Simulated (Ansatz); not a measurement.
HfC:
```xyz
2
Lattice="0.0000 2.5133 2.5133 2.5133 0.0000 2.5133 2.5133 2.5133 0.0000" Properties=species:S:1:pos:R:3 pbc="T T T"
Hf     0.0000     0.0000     0.0000
C      1.2567     1.2567     1.2567
```

Relaxed with r²SCAN. Special points in fractions of this cell's reciprocal vectors: Γ (0.000, 0.000, 0.000); X (0.500, 0.000, 0.500); U (0.625, 0.250, 0.625); K (0.375, 0.375, 0.750); L (0.500, 0.500, 0.500); W (0.500, 0.250, 0.750).

Question: List the band energies nearest the valence-band maximum at these points for r²SCAN with spin–orbit coupling in the plane-wave PAW code Ansatz.

Answer: In eV from the valence-band maximum; about four levels below and three above (degenerate sets whole), none deeper than 8.9 eV; points with the same levels are listed once.

| k | below | above |
|---|---|---|
| Γ | -2.50 -2.50 -2.50 -2.50 -2.41 -2.41 | 3.73 3.73 3.90 3.90 3.90 3.90 |
| X | -0.44 -0.44 -0.02 -0.02 | 0.74 0.74 4.83 4.83 |
| U | -1.46 -1.03 -0.71 -0.62 | 0.78 0.88 4.22 |
| L | -1.87 -1.87 -1.77 -1.77 | 4.12 4.12 4.71 4.71 |
| W | -2.06 -2.05 -0.34 0.00 | 0.43 0.60 3.62 |

Space group F-43m (zinc blende). The start of the workflow was typed in or built on a structure type; neither database checked (COD, Materials Project) lists it. It is not the phase usual at ambient conditions (space group No. 225). The r²SCAN relaxation kept the symmetry of its start; its stability against distortions is not shown here. The run is not spin-polarised.

Potentials: the earlier of the program's two PAW sets.
